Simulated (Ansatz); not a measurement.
Relaxed TiHg (space group P4/mmm):

```
TiHg
1.0
    2.98407     0.00000     0.00000
    0.00000     2.98407     0.00000
    0.00000     0.00000     4.11248
Ti Hg
1 1
Direct
  0.50000   0.50000   0.50000
  0.00000   0.00000   0.00000
```

These are r2SCAN (plane waves to 500 eV, PAW, scalar-relativistic; Ansatz, a quantum-chemistry and plane-wave program) values and carry that method's errors. k mesh 13×13×9 (Γ-centred), Fermi-Dirac smearing 0.05 eV. With partly filled bands, energies and forces of such displacements shift with the k mesh and the smearing. Spin-orbit coupling is left out, though Hg is heavy. TiHg is run without spin polarisation. TiHg was relaxed with its symmetry unable to fall.

One atom of the cell was then moved (with its periodic images), all else fixed, and the forces (eV/Å) came out as:

```tsv
atom	Fx	Fy	Fz
Ti1	-0.810	-0.810	0.000
Hg2	0.810	0.810	0.000
```

With two atoms only their relative shift counts; take Hg2 as fixed.

Question: Which atom was moved, and by which vector (Å)?

Answer: Ti1, by (0.25, 0.25, 0.00), 0.35 Å in all.

(A displaced cell: forces are minus the slopes of the energy, force constants its curvatures, and phonons follow from these.)
